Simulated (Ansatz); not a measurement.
Computed with Ansatz 0.2.0, DFT PBE, scalar-relativistic, plane waves, PAW. Settings: cutoff 420 eV, Γ-centred meshes spaced at most about 0.3 Å⁻¹, and about 0.25 Å⁻¹ or finer for metals (2π included), Gaussian smearing. No spin polarisation in the final relaxations.

Temperature and zero-point effects are left out.

Two forms of ZnCl3 were relaxed alike.

A. Space group P-6m2 (No. 187), hexagonal, a = 3.380 Å, c = 10.851 Å. Zn has 6 Cl at 2.49 Å; Cl on a site of symmetry -6m2 has 6 Cl at 3.38 Å (long contacts); Cl on a site of symmetry 3m has 3 Zn at 2.49 Å.

B. Space group P6_3/mmc (No. 194), hexagonal, a = 10.786 Å, c = 2.953 Å. Around Zn lie 6 Cl at 2.46 Å and 2 Zn at 2.95 Å; Cl is surrounded by 2 Zn at 2.46 Å.

Question: Which form is favoured at zero pressure, and by what margin per atom?

Answer: B is lower, by 138 meV/atom. A has space group P-6m2 (No. 187), 26.8 Å³/atom and no gap on its mesh; B has space group P6_3/mmc (No. 194), 37.2 Å³/atom and no gap. Both come from invented guesses.

No dispersion correction is applied, so the spacing and binding between layers, chains or molecules are poorly described (P-6m2, P6_3/mmc), and this can change margins and order among such cells. In P-6m2 an odd number of electrons in the primitive cell allows no gap without spin; a larger cell or a magnetic state could open one. A magnetic state wasn't ruled out in cells without spin, among them P-6m2. Cells relaxed within their symmetry can be saddle points.
